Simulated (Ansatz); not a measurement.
TiS2 (CdI2 type)

```xyz
3
Lattice="3.2980 0.0000 0.0000 -1.6490 2.8562 0.0000 0.0000 0.0000 5.3406" Properties=species:S:1:pos:R:3 pbc="T T T"
Ti     0.0000     0.0000     0.0000
S      0.0000     1.9041     1.4352
S      1.6490     0.9521     3.9055
```

This relaxed cell (volume V₀) is scaled evenly in all directions, its shape held. The atoms relax within the cell's symmetry.

The numbers are results of PBEsol-D3(BJ) (plane waves to 420 eV, PAW, scalar-relativistic; Ansatz, an electronic-structure program), not measurements. k mesh 17×17×9 (Γ-centred), Fermi-Dirac smearing 0.05 eV. E stands for the smeared free energy. Stress and pressure are positive under compression. With the shape held, the modulus is that of even scaling; a crystal free to change shape is softer. TiS2 is run without spin polarisation. TiS2 was relaxed with its symmetry unable to fall. The zero of ΔE is the relaxed starting cell. The last digit holds for this mesh only.

```csv
V (Å³/atom),ΔE (meV/atom)
15.092,38.8
15.372,26.0
15.651,16.1
15.931,8.7
16.210,withheld
16.490,0.9
16.769,0.0
17.049,0.9
17.328,3.3
17.608,7.2
17.887,12.4
18.167,18.8
18.446,26.3
```

Problem. Fit a third-order Birch-Murnaghan form (E₀, V₀, B₀, B₀′ free) to the given rows and predict ΔE at V = 16.210.

Solution. Least squares on the 12 given rows: ΔE = E₀ + (9V₀B₀/16)·y²·[2 + (B₀′ − 4)y], y = (V₀/V)^(2/3) − 1, with V₀ = 16.769 Å³/atom, B₀ = 60.42 GPa (160.2 GPa = 1 eV/Å³; the term in eV is multiplied by 1000), B₀′ = 4.82, E₀ = 0.01 meV/atom; root-mean-square residual 0.02 meV/atom. At 16.210 the fit gives 3.8 meV/atom; the calculation gives 3.7 meV/atom, so the interpolation is off by 0.1 (+2.7 %). For the pressure the fit gives 2.2 GPa against the computed 2.2 GPa.

(Under strain, the slope of the energy per volume gives the stress and its curvature an elastic modulus.)
